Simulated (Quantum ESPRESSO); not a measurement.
# ZrNb2O6F2: input and log of a self-consistent run

Computed values, not a measurement. The program is pw.x of Quantum ESPRESSO 7.5 (plane-wave density functional theory). The cell is made up: 11 atoms on a fluorite lattice with one site empty, with randomly drawn elements, strain and displacements, not relaxed. PseudoDojo standard norm-conserving files (v0.5 for PBE, v0.4.1 for LDA and PBEsol) set the functional; there is no spin polarisation, spin-orbit coupling or dispersion term, and the masses in the input are unused placeholders. A spin-polarised start on this cell or one of its family kept no moment above 0.05 Bohr magneton at the same smearing; a narrower smearing was not tried.

Input:

```
&control calculation='scf', pseudo_dir='./dojo.nc.sr.pbe.v0_5.standard.upf', outdir='./o', disk_io='medium', tprnfor=.true., tstress=.true. /
&system ibrav=0, nat=11, ntyp=4, nbnd=50, ecutwfc=107.82251126, nosym=.true., tot_charge=0,
 occupations='smearing', smearing='fd', degauss=0.0018374661
/
&electrons conv_thr=7.350e-09, electron_maxstep=60, /
ATOMIC_SPECIES
F 1.0 F.upf
Nb 1.0 Nb.upf
O 1.0 O.upf
Zr 1.0 Zr.upf
CELL_PARAMETERS angstrom
5.1179 0.0 0.0
0.0 5.1179 0.0
0.0 0.0 5.1179
ATOMIC_POSITIONS angstrom
Zr 0.0369 2.5618 2.5615
Nb 2.5666 -0.0016 2.541
Nb 2.5072 2.565 0.0238
O 1.3354 1.2906 1.2343
O 1.2664 1.2764 3.7435
O 1.3126 3.8253 1.3023
O 1.2763 3.8375 3.8113
F 3.8796 1.2825 1.2868
O 3.816 1.2911 3.8165
F 3.8661 3.8185 1.2586
O 3.8213 3.8377 3.8197
K_POINTS automatic
6 6 6 1 1 1
```

The log is shortened where brackets say so; the opening notice, blank lines, dates and the lines on written files are dropped, and the path of the files is cut. It prints rydbergs, bohrs and kilobars, and counts compression as positive stress. With no partly filled state, the Fermi energy that it prints is only some level between the filled and the empty states on the mesh, and need not lie in the true gap.

```
     Program PWSCF v.7.5
     Parallel version (MPI & OpenMP), running on       1 processor cores
     Number of MPI processes:                 1
     Threads/MPI process:                     1
     [start-up lines left out]
     bravais-lattice index     =            0
     lattice parameter (alat)  =       9.6714  a.u.
     unit-cell volume          =     904.6321 (a.u.)^3
     number of atoms/cell      =           11
     number of atomic types    =            4
     number of electrons       =        88.00
     number of Kohn-Sham states=           50
     kinetic-energy cutoff     =     107.8225  Ry
     charge density cutoff     =     431.2900  Ry
     scf convergence threshold =      7.3E-09
     mixing beta               =       0.7000
     number of iterations used =            8  plain     mixing
     Exchange-correlation= PBE
                           (   1   4   3   4   0   0   0)
     [axes and pseudopotential details left out]
   Cartesian axes
     site n.     atom                  positions (alat units)
         1        Zr     tau(   1) = (   0.0072100   0.5005569   0.5004983  )
         2        Nb     tau(   2) = (   0.5014948  -0.0003126   0.4964927  )
         3        Nb     tau(   3) = (   0.4898884   0.5011821   0.0046503  )
         4        O      tau(   4) = (   0.2609273   0.2521737   0.2411731  )
         5        O      tau(   5) = (   0.2474452   0.2493992   0.7314524  )
         6        O      tau(   6) = (   0.2564724   0.7474355   0.2544598  )
         7        O      tau(   7) = (   0.2493796   0.7498193   0.7447000  )
         8        F      tau(   8) = (   0.7580453   0.2505911   0.2514313  )
         9        O      tau(   9) = (   0.7456183   0.2522714   0.7457160  )
        10        F      tau(  10) = (   0.7554075   0.7461068   0.2459212  )
        11        O      tau(  11) = (   0.7466539   0.7498583   0.7463413  )
     number of k points=   108  Fermi-Dirac smearing, width (Ry)=  0.0018
     Number of k-points >= 100: set verbosity='high' to print them.
     Dense  grid:   136675 G-vectors     FFT dimensions: (  64,  64,  64)
     Estimated max dynamical RAM per process >     201.07 MB
     Initial potential from superposition of free atoms
     starting charge      87.9930, renormalised to      88.0000
     Starting wfcs are   62 randomized atomic wfcs
     total cpu time spent up to now is       85.5 secs
     per-process dynamical memory:   113.6 Mb
     Self-consistent Calculation
     iteration #  1     ecut=   107.82 Ry     beta= 0.70
     Davidson diagonalization with overlap
     ethr =  1.00E-02,  avg # of iterations =  2.0
     total cpu time spent up to now is      222.9 secs
     total energy              =    -644.28918208 Ry
     estimated scf accuracy    <       7.03481217 Ry
     iteration #  2     ecut=   107.82 Ry     beta= 0.70
     Davidson diagonalization with overlap
     ethr =  7.99E-03,  avg # of iterations =  6.0
     total cpu time spent up to now is      476.5 secs
     total energy              =    -639.13968955 Ry
     estimated scf accuracy    <      67.02375797 Ry
     iteration #  3     ecut=   107.82 Ry     beta= 0.70
     Davidson diagonalization with overlap
     ethr =  7.99E-03,  avg # of iterations =  6.0
     total cpu time spent up to now is      656.9 secs
     total energy              =    -648.20634674 Ry
     estimated scf accuracy    <       2.10613123 Ry
     iteration #  4     ecut=   107.82 Ry     beta= 0.70
     Davidson diagonalization with overlap
     ethr =  2.39E-03,  avg # of iterations =  1.9
     total cpu time spent up to now is      792.7 secs
     total energy              =    -648.16431319 Ry
     estimated scf accuracy    <       1.02466764 Ry
     iteration #  5     ecut=   107.82 Ry     beta= 0.70
     Davidson diagonalization with overlap
     ethr =  1.16E-03,  avg # of iterations =  1.1
     total cpu time spent up to now is      931.1 secs
     total energy              =    -648.02357010 Ry
     estimated scf accuracy    <       0.53476718 Ry
     [iterations 6 to 14 left out]
     iteration # 15     ecut=   107.82 Ry     beta= 0.70
     Davidson diagonalization with overlap
     ethr =  7.03E-09,  avg # of iterations =  2.7
     total cpu time spent up to now is     3063.7 secs
     total energy              =    -648.13789449 Ry
     estimated scf accuracy    <       0.00000015 Ry
     iteration # 16     ecut=   107.82 Ry     beta= 0.70
     Davidson diagonalization with overlap
     ethr =  1.69E-10,  avg # of iterations =  5.8
     total cpu time spent up to now is     3426.3 secs
     total energy              =    -648.13789464 Ry
     estimated scf accuracy    <       0.00000024 Ry
     iteration # 17     ecut=   107.82 Ry     beta= 0.70
     Davidson diagonalization with overlap
     ethr =  1.69E-10,  avg # of iterations =  3.0
     total cpu time spent up to now is     3662.2 secs
     total energy              =    -648.13789465 Ry
     estimated scf accuracy    <       0.00000005 Ry
     iteration # 18     ecut=   107.82 Ry     beta= 0.70
     Davidson diagonalization with overlap
     ethr =  5.23E-11,  avg # of iterations =  4.4
     total cpu time spent up to now is     3932.4 secs
     total energy              =    -648.13789466 Ry
     estimated scf accuracy    <       0.00000002 Ry
     iteration # 19     ecut=   107.82 Ry     beta= 0.70
     Davidson diagonalization with overlap
     ethr =  1.78E-11,  avg # of iterations =  2.0
     total cpu time spent up to now is     4151.5 secs
     End of self-consistent calculation
     Number of k-points >= 100: set verbosity='high' to print the bands.
     the Fermi energy is     9.7406 ev
!    total energy              =    -648.13789466 Ry
     estimated scf accuracy    <          7.3E-09 Ry
     smearing contrib. (-TS)   =      -0.00000018 Ry
     internal energy E=F+TS    =    -648.13789448 Ry
     The total energy is F=E-TS. E is the sum of the following terms:
     one-electron contribution =    -184.34535793 Ry
     hartree contribution      =     140.01826557 Ry
     xc contribution           =    -143.68384591 Ry
     ewald contribution        =    -460.12695621 Ry
     convergence has been achieved in  19 iterations
     Forces acting on atoms (cartesian axes, Ry/au):
     atom    1 type  4   force =     0.07487201   -0.00088880    0.10737429
     atom    2 type  2   force =    -0.11128776    0.00326692    0.18255924
     atom    3 type  2   force =    -0.13332835   -0.00299125   -0.15588099
     atom    4 type  3   force =     0.09560368    0.02926080   -0.01020454
     atom    5 type  3   force =     0.07510682    0.01124261   -0.01740951
     atom    6 type  3   force =     0.09500528   -0.01388930    0.00075255
     atom    7 type  3   force =     0.07626568   -0.02844315   -0.00129751
     atom    8 type  1   force =    -0.01610959    0.00225568   -0.01038078
     atom    9 type  3   force =    -0.07189645    0.01660351   -0.03274050
     atom   10 type  1   force =    -0.02013397   -0.00492797   -0.01030454
     atom   11 type  3   force =    -0.06409735   -0.01148904   -0.05246773
     Total force =     0.389075     Total SCF correction =     0.000144
     Computing stress (Cartesian axis) and pressure
          total   stress  (Ry/bohr**3)                   (kbar)     P=     -170.94
  -0.00107312   0.00002443   0.00023319         -157.86        3.59       34.30
   0.00002443  -0.00116088   0.00000548            3.59     -170.77        0.81
   0.00023319   0.00000548  -0.00125213           34.30        0.81     -184.19
     init_run     :     79.38s CPU     85.30s WALL (       1 calls)
     electrons    :   3940.87s CPU   4066.03s WALL (       1 calls)
     forces       :     37.46s CPU     37.85s WALL (       1 calls)
     stress       :    118.59s CPU    118.97s WALL (       1 calls)
     [timing details left out]
     PWSCF        :      1h 9m CPU      1h11m WALL
     JOB DONE.
```

In other units: free energy -8818.365 eV for the cell, pressure -17.09 GPa, largest force component 4.694 eV/Å. This run is the check on a run of the same cell at a cutoff of 1143 eV and k mesh 4 x 4 x 4: rerunning at a cutoff of 1467 eV and k mesh 6 x 6 x 6 moved values by no more than 0.003 eV in energy, 0.07 GPa in stress and 0.010 eV/Å in force.